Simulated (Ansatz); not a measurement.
**KCaHfSbO₆ (F-43m), kick along a soft mode, then relaxed**

The calculation used DFT PBE, scalar-relativistic, plane waves, PAW (Ansatz). The runs took a 420 eV cutoff, a Γ-centred 6×6×6 mesh and Gaussian smearing (0.05 eV). Spin–orbit coupling is left out, which can shift energies with elements as heavy as these. No spin polarisation. Energies are free energies at this smearing, counted from the undisturbed cell; pressure is positive in compression.

Reference structure (relaxed at this level; it needn't be the usual structure):

```yaml
crystal:
  lattice:
    - [0.00000, 4.06201, 4.06201]
    - [4.06201, 0.00000, 4.06201]
    - [4.06201, 4.06201, 0.00000]
  atoms:
    - { symbol: K, position: [0.25000, 0.25000, 0.25000] }
    - { symbol: Ca, position: [0.75000, 0.75000, 0.75000] }
    - { symbol: Hf, position: [0.00000, 0.00000, 0.00000] }
    - { symbol: Sb, position: [0.50000, 0.50000, 0.50000] }
    - { symbol: O, position: [0.74522, 0.25478, 0.25478] }
    - { symbol: O, position: [0.25478, 0.74522, 0.74522] }
    - { symbol: O, position: [0.74522, 0.74522, 0.25478] }
    - { symbol: O, position: [0.25478, 0.25478, 0.74522] }
    - { symbol: O, position: [0.25478, 0.74522, 0.25478] }
    - { symbol: O, position: [0.74522, 0.25478, 0.74522] }
```

The atoms are moved along a zone-centre mode of 109i cm⁻¹ (Å):

| atom | ux | uy | uz |
| --- | --- | --- | --- |
| K1 | -0.002 | 0.000 | 0.000 |
| Ca2 | 0.150 | 0.000 | 0.000 |
| Hf3 | -0.002 | 0.000 | 0.000 |
| Sb4 | -0.011 | 0.000 | 0.000 |
| O5 | -0.022 | 0.000 | 0.000 |
| O6 | -0.022 | 0.000 | 0.000 |
| O7 | -0.055 | -0.029 | 0.000 |
| O8 | -0.055 | 0.029 | 0.000 |
| O9 | -0.055 | 0.000 | 0.029 |
| O10 | -0.055 | 0.000 | -0.029 |

Cell and atoms are then relaxed.

Task: Does the relaxation return to the undisturbed structure?

Result: No. It ends 7.7 meV/atom below it. The final space group reads Imm2 (tolerance 0.01 Å) and the volume changes by 0.93 %.

Final structure:

```
K Ca Hf Sb O
1.0
     0.00000    4.08637    4.08637
     4.08053    0.01469    4.07167
     4.08053    4.07167    0.01469
K Ca Hf Sb O
1 1 1 1 6
Direct
  0.24832 0.25168 0.25168
  0.70178 0.79822 0.79822
  0.99939 0.00061 0.00061
  0.50192 0.49808 0.49808
  0.75026 0.24974 0.24974
  0.26008 0.73992 0.73992
  0.75128 0.73948 0.23337
  0.27587 0.23337 0.73948
  0.27587 0.73948 0.23337
  0.75128 0.23337 0.73948
```

The relaxation, step by step (energy from the first step; small jumps at an unchanged geometry come where the plane waves are selected anew for the new cell):

```tsv
step	ΔE (meV/atom)	largest force component (eV/Å)	pressure (GPa)
1	0.0	0.219	0.24
2	-1.2	0.203	0.06
3	-2.7	0.273	0.12
4	-2.4	0.385	0.57
5	-4.8	0.083	-0.06
6	-4.9	0.027	0.04
7	-4.9	0.003	0.00
8	-5.4	0.003	0.06
9	-5.3	0.008	-0.06
10	-5.3	0.000	0.00
11	-5.4	0.000	0.00
```

Frames along the relaxation (Å, eV/Å):

```xyz
10
Lattice="0.000 4.062 4.062 4.062 0.000 4.062 4.062 4.062 0.000" Properties=species:S:1:pos:R:3:forces:R:3 pbc="T T T" step=1
K     2.029    2.031    2.031   -0.002    0.000    0.000
Ca    6.243    6.093    6.093    0.219    0.000    0.000
Hf   -0.002    0.000    0.000   -0.016    0.000    0.000
Sb    4.051    4.062    4.062   -0.057    0.000    0.000
O     2.048    4.062    4.062   -0.017    0.000    0.000
O     6.032    4.062    4.062   -0.017    0.000    0.000
O     4.007    4.033    6.054   -0.028   -0.011    0.007
O     4.007    4.091    2.070   -0.028    0.011   -0.007
O     4.007    2.070    4.091   -0.028   -0.007    0.011
O     4.007    6.054    4.033   -0.028    0.007   -0.011
10
Lattice="0.000 4.077 4.077 4.068 0.012 4.065 4.068 4.065 0.012" Properties=species:S:1:pos:R:3:forces:R:3 pbc="T T T" step=2
K     2.019    2.038    2.038    0.058    0.000    0.000
Ca    6.366    6.115    6.115    0.040    0.000    0.000
Hf   -0.016    0.000    0.000    0.109    0.000    0.000
Sb    4.042    4.077    4.077    0.163    0.000    0.000
O     2.036    4.077    4.077    0.072    0.000    0.000
O     6.026    4.077    4.077    0.083    0.000    0.000
O     4.003    4.059    6.071   -0.131   -0.203    0.011
O     4.003    4.095    2.083   -0.131    0.203   -0.011
O     4.003    2.083    4.095   -0.131   -0.011    0.203
O     4.003    6.071    4.059   -0.131    0.011   -0.203
10
Lattice="0.000 4.085 4.085 4.071 0.018 4.067 4.071 4.067 0.018" Properties=species:S:1:pos:R:3:forces:R:3 pbc="T T T" step=3
K     2.037    2.043    2.043   -0.009    0.000    0.000
Ca    6.423    6.128    6.128    0.017    0.000    0.000
Hf   -0.022    0.000    0.000    0.193    0.000    0.000
Sb    4.039    4.085    4.085    0.273    0.000    0.000
O     2.033    4.085    4.085    0.020    0.000    0.000
O     6.025    4.085    4.085    0.031    0.000    0.000
O     3.994    4.057    6.080   -0.131   -0.155    0.008
O     3.994    4.113    2.090   -0.131    0.155   -0.008
O     3.994    2.090    4.113   -0.131   -0.008    0.155
O     3.994    6.080    4.057   -0.131    0.008   -0.155
10
Lattice="0.000 4.093 4.093 4.079 0.020 4.073 4.079 4.073 0.020" Properties=species:S:1:pos:R:3:forces:R:3 pbc="T T T" step=4
K     2.045    2.047    2.047    0.027    0.000    0.000
Ca    6.592    6.140    6.140   -0.341    0.000    0.000
Hf   -0.020    0.000    0.000    0.385    0.000    0.000
Sb    4.044    4.093    4.093    0.359    0.000    0.000
O     2.036    4.093    4.093   -0.276    0.000    0.000
O     6.035    4.093    4.093   -0.249    0.000    0.000
O     3.961    4.024    6.091    0.024    0.111    0.024
O     3.961    4.162    2.095    0.024   -0.111   -0.024
O     3.961    2.095    4.162    0.024   -0.024   -0.111
O     3.961    6.091    4.024    0.024    0.024    0.111
10
Lattice="0.000 4.086 4.086 4.080 0.015 4.071 4.080 4.071 0.015" Properties=species:S:1:pos:R:3:forces:R:3 pbc="T T T" step=5
K     2.058    2.043    2.043   -0.015    0.000    0.000
Ca    6.503    6.129    6.129    0.053    0.000    0.000
Hf    0.011    0.000    0.000   -0.050    0.000    0.000
Sb    4.069    4.086    4.086   -0.083    0.000    0.000
O     2.041    4.086    4.086   -0.018    0.000    0.000
O     6.038    4.086    4.086    0.017    0.000    0.000
O     3.967    4.030    6.085    0.024    0.015   -0.038
O     3.967    4.142    2.087    0.024   -0.015    0.038
O     3.967    2.087    4.142    0.024    0.038   -0.015
O     3.967    6.085    4.030    0.024   -0.038    0.015
10
Lattice="0.000 4.085 4.085 4.080 0.014 4.071 4.080 4.071 0.014" Properties=species:S:1:pos:R:3:forces:R:3 pbc="T T T" step=7
K     2.053    2.043    2.043    0.001    0.000    0.000
Ca    6.513    6.128    6.128   -0.001    0.000    0.000
Hf    0.005    0.000    0.000   -0.002    0.000    0.000
Sb    4.064    4.085    4.085    0.003    0.000    0.000
O     2.038    4.085    4.085   -0.001    0.000    0.000
O     6.038    4.085    4.085    0.000    0.000    0.000
O     3.969    4.030    6.083    0.000    0.000    0.000
O     3.969    4.141    2.087    0.000    0.000    0.000
O     3.969    2.087    4.141    0.000    0.000    0.000
O     3.969    6.083    4.030    0.000    0.000    0.000
10
Lattice="0.000 4.085 4.085 4.080 0.014 4.071 4.080 4.071 0.014" Properties=species:S:1:pos:R:3:forces:R:3 pbc="T T T" step=8
K     2.053    2.043    2.043    0.001    0.000    0.000
Ca    6.513    6.128    6.128   -0.001    0.000    0.000
Hf    0.005    0.000    0.000   -0.003    0.000    0.000
Sb    4.064    4.085    4.085    0.003    0.000    0.000
O     2.038    4.085    4.085   -0.001    0.000    0.000
O     6.038    4.085    4.085    0.000    0.000    0.000
O     3.969    4.030    6.083    0.000    0.000   -0.001
O     3.969    4.141    2.087    0.000    0.000    0.001
O     3.969    2.087    4.141    0.000    0.001    0.000
O     3.969    6.083    4.030    0.000   -0.001    0.000
10
Lattice="0.000 4.088 4.088 4.081 0.015 4.072 4.081 4.072 0.015" Properties=species:S:1:pos:R:3:forces:R:3 pbc="T T T" step=9
K     2.054    2.044    2.044    0.000    0.000    0.000
Ca    6.516    6.131    6.131    0.001    0.000    0.000
Hf    0.005    0.000    0.000    0.005    0.000    0.000
Sb    4.066    4.088    4.088   -0.006    0.000    0.000
O     2.039    4.088    4.088   -0.007    0.000    0.000
O     6.040    4.088    4.088    0.006    0.000    0.000
O     3.970    4.033    6.086    0.000   -0.001    0.008
O     3.970    4.143    2.090    0.000    0.001   -0.008
O     3.970    2.090    4.143    0.000   -0.008    0.001
O     3.970    6.086    4.033    0.000    0.008   -0.001
10
Lattice="0.000 4.086 4.086 4.081 0.015 4.072 4.081 4.072 0.015" Properties=species:S:1:pos:R:3:forces:R:3 pbc="T T T" step=10
K     2.054    2.043    2.043    0.000    0.000    0.000
Ca    6.514    6.130    6.130    0.000    0.000    0.000
Hf    0.005    0.000    0.000    0.000    0.000    0.000
Sb    4.065    4.086    4.086    0.000    0.000    0.000
O     2.038    4.086    4.086    0.000    0.000    0.000
O     6.039    4.086    4.086    0.000    0.000    0.000
O     3.970    4.031    6.084    0.000    0.000    0.000
O     3.970    4.142    2.088    0.000    0.000    0.000
O     3.970    2.088    4.142    0.000    0.000    0.000
O     3.970    6.084    4.031    0.000    0.000    0.000
10
Lattice="0.000 4.086 4.086 4.081 0.015 4.072 4.081 4.072 0.015" Properties=species:S:1:pos:R:3:forces:R:3 pbc="T T T" step=11
K     2.054    2.043    2.043    0.000    0.000    0.000
Ca    6.514    6.130    6.130    0.000    0.000    0.000
Hf    0.005    0.000    0.000    0.000    0.000    0.000
Sb    4.065    4.086    4.086    0.000    0.000    0.000
O     2.038    4.086    4.086    0.000    0.000    0.000
O     6.039    4.086    4.086    0.000    0.000    0.000
O     3.970    4.031    6.084    0.000    0.000    0.000
O     3.970    4.142    2.088    0.000    0.000    0.000
O     3.970    2.088    4.142    0.000    0.000    0.000
O     3.970    6.084    4.031    0.000    0.000    0.000
```

Cost: 1 run of about 8.4 core-minutes, on Arm Neoverse V1 (shared hosts).